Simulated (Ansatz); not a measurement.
Compressing GaNi: a fit and a missing row

GaNi, Pm-3m, a = 2.873 Å. The structure is a COD entry; whether it is the stable form wasn't checked. Ansatz: PBEsol, PAW, 420 eV, Γ-centred 14×14×14 mesh on 2 atoms, Gaussian smearing 0.10 eV; no spin polarisation. Symmetry fixes shape and atoms, so the cell is only scaled; pressure is positive in compression.

| V (Å³/atom) | P (GPa) |
| --- | --- |
| 10.433 | 30.60 |
| 10.788 | 20.86 |
| 11.144 | ? |
| 11.499 | 5.81 |
| 11.855 | 0.03 |
| 12.211 | -4.83 |
| 12.566 | -8.90 |
| 13.041 | -13.29 |

**Question.** Take V0 = 11.855 Å³/atom, count pressures from its P0 = 0.03 GPa, fit the third-order Birch–Murnaghan form to the other rows, and predict the missing pressure.

**Answer.** With the Eulerian strain f = ½[(V0/V)^(2/3) − 1] and y = (P − P0)/[3f(1 + 2f)^(5/2)], the form is the line y = B0 + 1.5 B0 (B0′ − 4) f. Rows (f, y): 0.04446, 185.2; 0.03245, 182.8; 0.01027, 178.3; -0.00977, 174.2; -0.01904, 172.3; -0.03079, 169.0. Means f = 0.004597, y = 176.97; Σ(Δf)² = 0.004414, ΣΔfΔy = 0.9302; the slope is their ratio. y = 176.0 + 210.7 f GPa, so B0 = 176.0 GPa and B0′ = 4 + 2 × (210.7)/(3 × 176.0) = 4.80. At V = 11.144, f = 0.02105, y = 180.44 and P = 12.66 GPa. The run gave 12.68 GPa, so the fit is 0.02 GPa too low, within twice the rms miss on the fitted rows (0.02 GPa).